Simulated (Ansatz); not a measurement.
Ansatz (an electronic-structure program) input:

Ansatz 0.2 input:
```yaml
crystal:
  lattice:
    - [5.8148406789, 0.0, 0.0]
    - [0.0, 8.1613629416, 0.0]
    - [0.0, 0.0, 5.7578385421]
  atoms:
    - { symbol: Sr, position: [0.5330417531, 0.25, 0.0076005231] }
    - { symbol: Sr, position: [0.4669582469, 0.75, 0.9923994769] }
    - { symbol: Sr, position: [0.9669582469, 0.75, 0.5076005231] }
    - { symbol: Sr, position: [0.0330417531, 0.25, 0.4923994769] }
    - { symbol: Zr, position: [0.0, 0.0, 0.0] }
    - { symbol: Zr, position: [0.5, 0.0, 0.5] }
    - { symbol: Zr, position: [0.5, 0.5, 0.5] }
    - { symbol: Zr, position: [0.0, 0.5, 0.0] }
    - { symbol: O, position: [0.2863226629, 0.4587914257, 0.2134765199] }
    - { symbol: O, position: [0.7136773371, 0.5412085743, 0.7865234801] }
    - { symbol: O, position: [0.2136773371, 0.5412085743, 0.7134765199] }
    - { symbol: O, position: [0.7863226629, 0.4587914257, 0.2865234801] }
    - { symbol: O, position: [0.7863226629, 0.0412085743, 0.2865234801] }
    - { symbol: O, position: [0.2136773371, 0.9587914257, 0.7134765199] }
    - { symbol: O, position: [0.7136773371, 0.9587914257, 0.7865234801] }
    - { symbol: O, position: [0.2863226629, 0.0412085743, 0.2134765199] }
    - { symbol: O, position: [0.9794411246, 0.25, 0.9222014843] }
    - { symbol: O, position: [0.0205588754, 0.75, 0.0777985157] }
    - { symbol: O, position: [0.5205588754, 0.75, 0.4222014843] }
    - { symbol: O, position: [0.4794411246, 0.25, 0.5777985157] }
kpoints:
  mp_grid: { grid: [3, 2, 3] }
hamiltonian:
  xc: hse06
  pseudopotentials: { kind: paw }
scf:
  n_extra_bands: 20
  occupations: { method: fixed }
output:
  eigenvalues: true
  eigenstates:
    e_range: [-9.0, 13.6]
    kpoints:
      - [0.0, -0.114583, 0.135417]  # VBM
      - [0.0, 0.0, 0.0]  # CBM
      - [0.0, 0.0, 0.0]  # GAMMA
      - [0.5, 0.0, 0.0]  # X
      - [0.0, 0.0, 0.5]  # Z
      - [0.5, 0.0, 0.5]  # U
      - [0.0, 0.5, 0.0]  # Y
      - [0.5, 0.5, 0.0]  # S
      - [0.0, 0.5, 0.5]  # T
      - [0.5, 0.5, 0.5]  # R
```

Output (shortened):

```
Pseudopotential: Sr, paw, valence charge 10
Pseudopotential: Zr, paw, valence charge 12
Pseudopotential: O, paw, valence charge 6
Functional definition: HSE06
davidson cushion auto → on  (no smearing: the cushion is to keep the highest requested band from converging to the state above it …
Crystal: 20 atoms, lattice volume = 273.250 Å³
Basis set: ecut = 420 eV, 5395 PW (Γ)
Bands: 100, of which v1, the nominal top of the filled ones, is band 80 counted from 1 (79 counted from 0)
Symmetry: 8 space group operations
Space group: Pnma (ITA 62), of the structure as read, at distance tolerance 6.5e-5 Å
k-points: 8 of 18
SCF iter   1: F=—  HF=-37757.447144 eV  |F-HF|=—  |Δ(HF+E_count)|=         —  Δρ=1.31e-3  dr2=2.52e-3  ethr=1.77e-3  ⟨swp⟩=9.6  Hψ=4066  notcnv=0
preconditioner: auto → none
SCF iter   2: F=—  HF=-37757.453701 eV  |F-HF|=—  |Δ(HF+E_count)|=   6.56e-3  Δρ=9.53e-4  dr2=1.75e-3  ethr=1.58e-6  ⟨swp⟩=6.4  Hψ=3312  notcnv=0
SCF iter   3: F=-37757.453872 eV  HF=-37757.453683 eV  |F-HF|=1.90e-4  |Δ(HF+E_count)|=   1.81e-5  Δρ=3.94e-4  dr2=2.06e-4  ethr=1.09e-6  ⟨swp⟩=4.0  Hψ=2173  notcnv=0
SCF 1 stopped early in 3 iterations: F = -37757.453872 eV  dr2 = 2.06e-4
Crystal: 20 atoms, lattice volume = 273.250 Å³
Exchange kernel: α = 0.2500, screened, ω = 0.2079 Å⁻¹, Wigner–Seitz truncation, v(0) = 1039.2587 eV·Å³, q-mesh 3×2×3, nearest image of the exchange supercell L …
Frozen-core exchange: fock
SCF iter   1: F=—  HF=-37775.807802 eV  |F-HF|=—  |Δ(HF+E_count)|=         —  Δρ=1.11e-2  dr2=5.46e-1  ethr=1.28e-6  ⟨swp⟩=7.9  Hψ=4536  notcnv=0
preconditioner: auto → none
SCF iter   2: F=—  HF=-37775.662090 eV  |F-HF|=—  |Δ(HF+E_count)|=   1.46e-1  Δρ=8.97e-3  dr2=1.60e-1  ethr=1.28e-6  ⟨swp⟩=6.2  Hψ=3879  notcnv=0
SCF iter   3: F=—  HF=-37775.628916 eV  |F-HF|=—  |Δ(HF+E_count)|=   3.32e-2  Δρ=2.30e-3  dr2=1.77e-2  ethr=1.28e-6  ⟨swp⟩=5.0  Hψ=3218  notcnv=0
SCF iter   4: F=—  HF=-37775.702228 eV  |F-HF|=—  |Δ(HF+E_count)|=   7.33e-2  Δρ=1.66e-3  dr2=9.61e-3  ethr=1.28e-6  ⟨swp⟩=4.5  Hψ=2926  notcnv=0
SCF iter   5: F=—  HF=-37775.699253 eV  |F-HF|=—  |Δ(HF+E_count)|=   2.97e-3  Δρ=3.49e-4  dr2=2.90e-4  ethr=1.28e-6  ⟨swp⟩=4.0  Hψ=2436  notcnv=0
SCF iter   6: F=-37775.700064 eV  HF=-37775.700093 eV  |F-HF|=2.93e-5  |Δ(HF+E_count)|=   8.40e-4  Δρ=1.41e-4  dr2=5.08e-5  ethr=1.36e-7  ⟨swp⟩=4.1  Hψ=2644  notcnv=0
SCF 2 stopped early in 6 iterations: F = -37775.700064 eV  dr2 = 5.08e-5
hybrid outer 1: dexx = +8.421e-2 eV, tail = 1.90e-4 eV
Crystal: 20 atoms, lattice volume = 273.250 Å³
Exchange kernel: α = 0.2500, screened, ω = 0.2079 Å⁻¹, Wigner–Seitz truncation, v(0) = 1039.2587 eV·Å³, q-mesh 3×2×3, nearest image of the exchange supercell L …
Frozen-core exchange: fock
SCF iter   1: F=—  HF=-37775.699471 eV  |F-HF|=—  |Δ(HF+E_count)|=         —  Δρ=4.00e-5  dr2=1.93e-6  ethr=5.94e-7  ⟨swp⟩=3.1  Hψ=1820  notcnv=0
preconditioner: auto → none
SCF iter   2: F=—  HF=-37775.699473 eV  |F-HF|=—  |Δ(HF+E_count)|=   2.52e-6  Δρ=2.10e-5  dr2=7.48e-7  ethr=8.43e-10  ⟨swp⟩=5.2  Hψ=3062  notcnv=0
SCF iter   3: F=—  HF=-37775.699476 eV  |F-HF|=—  |Δ(HF+E_count)|=   3.20e-6  Δρ=2.06e-5  dr2=1.05e-6  ethr=2.21e-10  ⟨swp⟩=5.8  Hψ=2953  notcnv=0
SCF iter   4: F=—  HF=-37775.699476 eV  |F-HF|=—  |Δ(HF+E_count)|=   2.62e-7  Δρ=8.28e-6  dr2=1.28e-7  ethr=2.21e-10  ⟨swp⟩=4.0  Hψ=2284  notcnv=0
SCF iter   5: F=-37775.699476 eV  HF=-37775.699476 eV  |F-HF|=1.06e-8  |Δ(HF+E_count)|=   3.08e-8  Δρ=3.42e-6  dr2=1.85e-8  ethr=6.98e-11  ⟨swp⟩=3.4  Hψ=2012  notcnv=0
SCF 3 converged in 5 iterations: F = -37775.699476 eV  dr2 = 1.85e-8
hybrid outer 2: dexx = +3.527e-6 eV, tail = 7.53e-8 eV, Δε = 2.85e-3 eV (about 7.18e-5 eV left of the loop's levels)
NSCF: frozen V_eff on 10 k-points
hybrid SCF converged: 2 outer / 11 inner (+3 warm-up), last move |dexx| = 3.53e-6 eV, tail = 7.53e-8 eV
Stability not checked (fock_operator)
Free energy (F): -37775.699476 eV
Frozen-core exchange: fock
Harris-Foulkes:  -37775.699476 eV  (|F-HF|=1.06e-8)
Internal energy: -37775.699476 eV  (E = F + TS)
E sigma→0 (E₀):  -37775.699476 eV
Fermi energy:    7.973128 eV
--- Per-component energies (eV) ---
  E_band       = -911.584928
  E_kinetic    = 4456.103764
  E_local      = -8740.903757  (includes V_loc(G=0)·N_el)
  E_nonlocal   = 1663.429075
  E_hartree    = 2743.357715
  E_xc         = -1798.384648
  E_vxc        = -2043.666644  (∫ρ·V_xc dr)
  E_exx        = -455.703528  (= α·E_x^exact, valence–valence)
  E_paw        = -24495.621660  (= ΣΔE_a)
  E_vpaw       = -821.888536  (= ΣTr[D̂ρ^β])
  E_aug_tail   = 0.029598  (compensation charges beyond the density's cutoff)
  E_ewald      = -11144.621660
  E_core_change = -3.384376  (= ΣΔE_core)
  E_smearing   =  0.000000  (= −TS)
  E_closure    = 0.000000  (closes the sum)
  Σ components = -37775.699476   (vs F -37775.699476, Δ=0.00e0)
  [band-id]    e_kinetic+e_local+e_nonlocal+2·e_hartree+e_vxc+2·e_exx+e_vpaw+e_augmentation_tail = -911.588126   (vs E_band -911.584928, Δ=-3.20e-3)
--- Band table (eV; the first three rows and the last of 8) ---
  k-point 0: bands = ["-41.5662", "-41.5610", "-41.5563", "-41.5512", "-25.9151", "-25.9042", "-25.8859", "-25.8739", "-18.6976", "-18.6825", "-18.6739", "-18.6587", "-18.6561", "-18.6385", "-18.3604", "-18.3483", "-18.3447", "-18.3361", "-18.3235", …
  k-point 1: bands = ["-41.5637", "-41.5587", "-41.5586", "-41.5536", "-25.9087", "-25.8974", "-25.8926", "-25.8808", "-18.6817", "-18.6801", "-18.5939", "-18.5856", "-18.5854", "-18.5803", "-18.4306", "-18.4292", "-18.4241", "-18.4225", "-18.3373", …
  k-point 2: bands = ["-41.5636", "-41.5636", "-41.5537", "-41.5537", "-25.9096", "-25.9096", "-25.8799", "-25.8799", "-18.6674", "-18.6674", "-18.6671", "-18.6671", "-18.5218", "-18.5218", "-18.4967", "-18.4967", "-18.3421", "-18.3421", "-18.3379", …
  k-point 7: bands = ["-41.5599", "-41.5599", "-41.5574", "-41.5574", "-25.8988", "-25.8988", "-25.8911", "-25.8911", "-18.6733", "-18.6733", "-18.5983", "-18.5983", "-18.5136", "-18.5136", "-18.5116", "-18.5116", "-18.4153", "-18.4153", "-18.3314", …
```

Cost: roughly 21 core-minutes on shared cores.

The points marked VBM and CBM come from a semilocal run.

The first step of the workflow began from a Materials Project structure, measured or hypothetical; the Crystallography Open Database files this formula in space group No. 62, but the cells were not matched. Whether it is the stable phase at ambient conditions was not checked. Symmetry was held in the PBEsol relaxation; of distortions, only those at the zone centre were tested. The run is not spin-polarised. Spin–orbit coupling is left out wherever it is not named.

Potentials: the later of the program's two PAW sets.

Ansatz is a plane-wave DFT program.
